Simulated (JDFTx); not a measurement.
Part of a log of JDFTx (a modified build) for disulfane, H2S2 (SMILES SS), charge 0, multiplicity 1 (PBE, GBRV ultrasoft potentials, plane waves to 20/100 Ha):

```
unit cell volume = 5241.35
Chosen fftbox size, S = [  96  80  80  ]
unit cell volume = 5241.35
Chosen fftbox size, S = [  84  70  70  ]
  'S' pseudopotential, 'SLA  PW   PBX  PBC' functional
  6 valence electrons, 2 orbitals, 6 projectors, 907 radial grid points, with lMax = 2
  'H' pseudopotential, 'SLA  PW   PBX  PBC' functional
  1 valence electrons, 1 orbitals, 2 projectors, 615 radial grid points, with lMax = 0
Initialized 2 species with 4 total atoms.
Folded 1 k-points by 1x1x1 to 1 k-points.
nElectrons:  14.000000   nBands: 7   nStates: 1
average nbasis = 22405.000 , ideal nbasis = 22391.434
Correction to mu due to finite nuclear width = -0.00265024
   Cavity determined by rhoMin: 0.0001  rhoMax: 0.005
   Effective cavity tension: 7.38651e-06 Eh/bohr^2 and pressure: 0 Eh/bohr^3 to account for cavitation and dispersion.
[...]
	Linear fluid (dielectric constant: 78.4, screening length: 5.74355 Bohr) occupying 0.862240 of unit cell:	Completed after 23 iterations
[... later lines of the fluid solver are left out ...]
ElecMinimize: Iter:   0  Etot: -21.729783498571365  |grad|_K:  5.475e-05  alpha:  1.000e+00
ElecMinimize: Iter:   1  Etot: -21.730524753491370  |grad|_K:  2.735e-05  alpha:  1.573e+00  linmin: -1.024e-02
[... lines cut ...]
ElecMinimize: Iter:   7  Etot: -21.730752803926134  |grad|_K:  7.474e-07  alpha:  1.204e+00  linmin: -2.230e-03
ElecMinimize: Iter:   8  Etot: -21.730752910911974  |grad|_K:  4.285e-07  alpha:  1.218e+00  linmin:  4.717e-07
ElecMinimize: Iter:   9  Etot: -21.730752941732561  |grad|_K:  2.237e-07  alpha:  1.093e+00  linmin: -9.448e-02
ElecMinimize: Iter:  10  Etot: -21.730752953821124  |grad|_K:  1.429e-07  alpha:  1.421e+00  linmin:  5.073e-05
ElecMinimize: Converged (|Delta Etot|<1.000000e-07 for 2 iters).

# Energy components:
   A_diel =       -0.0036598530755579
   Eewald =        1.1961236989503621
       EH =       18.7929840788853895
     Eloc =      -48.2083960235013862
      Enl =        3.4513491380747126
      Exc =       -9.0964998286260901
 Exc_core =        3.5354559723870493
       KE =        8.6018898630844003
-------------------------------------
     Etot =      -21.7307529538211242


	eMin: -0.738721 at state 0 ( [ +0.000000 +0.000000 +0.000000 ] spin 0 )
	HOMO: -0.222872 at state 0 ( [ +0.000000 +0.000000 +0.000000 ] spin 0 )
```

### Question
Which solvation model was used?
A) linear PCM without cavity terms (LA12)
B) SCCS (g03 parameters)
C) nonlinear PCM (GLSSA13)
D) linear PCM (GLSSA13)

### Answer
B, SCCS (g03 parameters). The liquid was water (dielectric constant 78.4), 1 M KF.
